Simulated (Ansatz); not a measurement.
NaTl$_{2}$GaF$_{6}$:
```cif
data_F6GaNaTl2
_chemical_formula_sum 'Na1 Tl2 Ga1 F6'
_space_group_name_H-M_alt 'P 1'
_space_group_IT_number 1
_cell_length_a 5.94193
_cell_length_b 5.94193
_cell_length_c 5.94193
_cell_angle_alpha 60.000
_cell_angle_beta 60.000
_cell_angle_gamma 60.000
loop_
_space_group_symop_operation_xyz
  'x, y, z'
loop_
_atom_site_label
_atom_site_type_symbol
_atom_site_fract_x
_atom_site_fract_y
_atom_site_fract_z
_atom_site_occupancy
Na1 Na 0.50000 0.50000 0.50000 1
Tl1 Tl 0.25000 0.25000 0.25000 1
Tl2 Tl 0.75000 0.75000 0.75000 1
Ga1 Ga 0.00000 0.00000 0.00000 1
F1 F 0.22668 0.77332 0.77332 1
F2 F 0.77332 0.22668 0.22668 1
F3 F 0.77332 0.22668 0.77332 1
F4 F 0.22668 0.77332 0.22668 1
F5 F 0.77332 0.77332 0.22668 1
F6 F 0.22668 0.22668 0.77332 1
```

Relaxed with r²SCAN.

Q: Which orbitals make up the states near the band edges in r²SCAN (plane waves, PAW; program Ansatz)?

A: Top 1 eV of the valence band: Tl 6s 57 %, F 2p 40 %. Bottom 1 eV of the conduction band: Tl 6p 75 %, F 2s 9 %, F 2p 8 %. Projections are on Löwdin-orthogonalised atomic valence shells; empty p or d shells of many metals are not among them.

Q: Tabulate the density of states.

A: States/eV per cell of 10 atoms, in 0.25 eV bins, energy from the valence-band maximum.

```csv
E (eV),total,F 2p,Tl 6p,Tl 6s
-7.85,0.00,0.00,0.00,0.00
-7.60,0.00,0.00,0.00,0.00
-7.35,0.00,0.00,0.00,0.00
-7.10,0.00,0.00,0.00,0.00
-6.85,0.00,0.00,0.00,0.00
-6.60,0.00,0.00,0.00,0.00
-6.35,0.00,0.00,0.00,0.00
-6.10,1.64,1.17,0.00,0.01
-5.85,6.36,4.57,0.00,0.02
-5.60,0.00,0.00,0.00,0.00
-5.35,0.00,0.00,0.00,0.00
-5.10,0.00,0.00,0.00,0.00
-4.85,0.00,0.00,0.00,0.00
-4.60,0.00,0.00,0.00,0.00
-4.35,11.91,8.23,0.09,2.16
-4.10,11.86,9.73,0.19,0.72
-3.85,10.66,8.52,0.28,1.23
-3.60,4.57,3.35,0.11,0.87
-3.35,2.89,2.38,0.27,0.15
-3.10,7.65,6.51,0.58,0.31
-2.85,5.78,5.14,0.35,0.10
-2.60,10.99,10.11,0.58,0.02
-2.35,11.51,10.95,0.30,0.03
-2.10,34.19,33.24,0.14,0.03
-1.85,12.14,11.93,0.08,0.02
-1.60,12.02,11.88,0.02,0.04
-1.35,0.36,0.20,0.01,0.14
-1.10,0.70,0.26,0.02,0.39
-0.85,1.24,0.46,0.04,0.71
-0.60,2.29,0.87,0.05,1.32
-0.35,4.69,1.85,0.07,2.70
-0.10,6.56,2.72,0.03,3.72
0.15,0.00,0.00,0.00,0.00
0.40,0.00,0.00,0.00,0.00
0.65,0.00,0.00,0.00,0.00
0.90,0.00,0.00,0.00,0.00
1.15,0.00,0.00,0.00,0.00
1.40,0.00,0.00,0.00,0.00
1.65,0.00,0.00,0.00,0.00
1.90,0.00,0.00,0.00,0.00
2.15,0.00,0.00,0.00,0.00
2.40,0.00,0.00,0.00,0.00
2.65,0.00,0.00,0.00,0.00
2.90,0.00,0.00,0.00,0.00
3.15,0.00,0.00,0.00,0.00
3.40,0.00,0.00,0.00,0.00
3.65,0.00,0.00,0.00,0.00
3.90,0.00,0.00,0.00,0.00
4.15,0.00,0.00,0.00,0.00
4.40,0.00,0.00,0.00,0.00
4.65,0.00,0.00,0.00,0.00
4.90,0.10,0.01,0.08,0.00
5.15,0.71,0.05,0.55,0.01
5.40,1.38,0.11,1.05,0.02
5.65,1.39,0.12,1.04,0.03
5.90,2.44,0.22,1.81,0.06
6.15,4.26,0.37,3.18,0.13
6.40,3.37,0.30,2.53,0.11
6.65,2.96,0.29,2.24,0.07
6.90,4.07,0.39,3.19,0.08
7.15,2.92,0.30,2.27,0.05
7.40,3.13,0.27,2.53,0.06
7.65,2.92,0.24,2.50,0.04
7.90,3.41,0.25,2.98,0.03
8.15,4.01,0.26,3.46,0.02
8.40,4.91,0.30,4.08,0.01
8.65,10.11,1.23,5.54,0.01
8.90,3.91,0.42,2.37,0.01
9.15,0.00,0.00,0.00,0.00
9.40,0.00,0.00,0.00,0.00
9.65,0.00,0.00,0.00,0.00
```

Space group Fm-3m. The workflow started from a Materials Project entry (that database holds measured and hypothetical structures alike); the Crystallography Open Database copy checked does not list it. Whether it is the stable phase at ambient conditions was not checked. Symmetry was held in the r²SCAN relaxation; whether a distortion lowers the energy is not shown. Scalar-relativistic: spin–orbit coupling is off unless named, which matters more the heavier the elements.

Potentials: the later of the program's two PAW sets.
